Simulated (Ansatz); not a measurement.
A geometry of TiSi$_{2}$ away from equilibrium: step 2 of the relaxation of a relaxed TiSi2 cell displaced along its unstable phonon at q = (0, 0, ½) of its primitive reciprocal cell (189i cm⁻¹), largest move 0.15 Å. Level of theory: r2SCAN (plane waves to 500 eV, PAW, scalar-relativistic; Ansatz, a quantum-chemistry and plane-wave program). Γ-centred k-mesh 9×9×5 on the run's cell (coarser than for final values), Fermi–Dirac smearing 0.05 eV.

```yaml
crystal:
  lattice:
    - [3.95927, 0.00000, 0.00000]
    - [-1.97964, 3.45514, 0.00000]
    - [0.00000, 0.00000, 6.55656]
  atoms:
    - { symbol: Ti, position: [0.03256, 0.06511, 0.00000] }
    - { symbol: Ti, position: [0.96744, 0.93489, 0.50000] }
    - { symbol: Si, position: [0.33412, 0.66824, 0.25008] }
    - { symbol: Si, position: [0.33412, 0.66824, 0.74992] }
    - { symbol: Si, position: [0.66588, 0.33176, 0.24992] }
    - { symbol: Si, position: [0.66588, 0.33176, 0.75008] }
```

Task: Give the Cartesian forces on all atoms (eV/Å).

Result: 
```csv
atom,Fx,Fy,Fz
Ti1,0.00,0.39,0.00
Ti2,0.00,-0.39,0.00
Si3,0.00,0.09,-0.01
Si4,0.00,0.09,0.01
Si5,0.00,-0.09,0.01
Si6,0.00,-0.09,-0.01
```

Task: What is the pressure?

Result: -0.6 GPa, compression positive.

Task: How much energy per atom can still be gained by relaxing?

Result: 0.35 eV/atom; the path ends in Cmcm (No. 63).

No spin polarisation in the result.

The run could not lose the symmetry of its start.

Of the parent cell (P6/mmm (No. 191)): it is a generated cell of TiSi2: the first start was made by placing the elements on the sites of a structure type, and the end was not matched to a known phase here, so it may be hypothetical. Known forms of TiSi2 include space group No. 63, 70.

The first start was generated by placing the elements on the sites of a structure type. Materials Project lists a structure of TiSi2 in the same space group, Cmcm (No. 63); the sites were not compared with it, nor with measured phases.
